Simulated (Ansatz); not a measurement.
Simulated powder pattern, neutron, λ = 1.5401 Å (kinematic, ideal powder, no thermal factors, coherent scattering alone; the 30 strongest lines at most, above 1 %, up to 2θ = 90°):

```json
[
 {"2θ (°)": "29.05", "d (Å)": "3.071", "I/Imax (%)": "7.6"},
 {"2θ (°)": "33.66", "d (Å)": "2.659", "I/Imax (%)": "95"},
 {"2θ (°)": "48.35", "d (Å)": "1.881", "I/Imax (%)": "100"},
 {"2θ (°)": "57.39", "d (Å)": "1.604", "I/Imax (%)": "6.8"},
 {"2θ (°)": "60.20", "d (Å)": "1.535", "I/Imax (%)": "47"},
 {"2θ (°)": "70.78", "d (Å)": "1.330", "I/Imax (%)": "28"},
 {"2θ (°)": "78.26", "d (Å)": "1.220", "I/Imax (%)": "4.5"},
 {"2θ (°)": "80.70", "d (Å)": "1.189", "I/Imax (%)": "96"}
]
```

The pattern belongs to a structure relaxed with r²SCAN (plane waves, PAW; program Ansatz).

Pick the material that matches.
A. HfN, rock salt
B. KF, rock salt
C. TaAl, rock salt
D. BP, rock salt

B, KF, rock salt

Give the lattice parameters.

a = 5.319 Å.

Space group Fm-3m (rock salt). The r²SCAN relaxation kept the symmetry of its start.

Potentials: the earlier of the program's two PAW sets. The files were generated under PBE; for other functionals the program regenerates the frozen cores, and for LDA and PBEsol the local potential too.
